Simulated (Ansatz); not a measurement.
TaC in space group P6/mmm (No. 191; Ta on 3f, C on 1a, C on 2d), plane-wave PAW PBE (Ansatz code), all energies at zero smearing, with the estimated change up to a 700 eV cutoff added, with one set of potentials and settings (totals compare only within such a set). Cell of 6 atoms (3 Ta, 3 C): -30546.090 eV.

```tsv
element	reference phase	E (eV/atom)
Ta	Im-3m, 1 atoms in the cell	-9932.2522
C	P6_3/mmc, 4 atoms in the cell	-250.9479
```

Formation energy per atom, worked out: (-30546.090 − 3×(-9932.2522) − 3×(-250.9479))/6 = 0.585 eV/atom (56 kJ per mol of atoms), at 0 K, without zero-point energy or fitted corrections.

The cell is a constructed one: a structure type filled with these elements; neither database checked (COD, Materials Project) lists it. It is not the phase usual at ambient conditions (space group No. 225). Symmetry was held in the PBE relaxation; whether a distortion lowers the energy is not shown. No spin polarisation was allowed. The references are the lowest solids computed at this level, not always the standard phases. Spin–orbit coupling is left out wherever it is not named.

Potentials: the later of the program's two PAW sets.
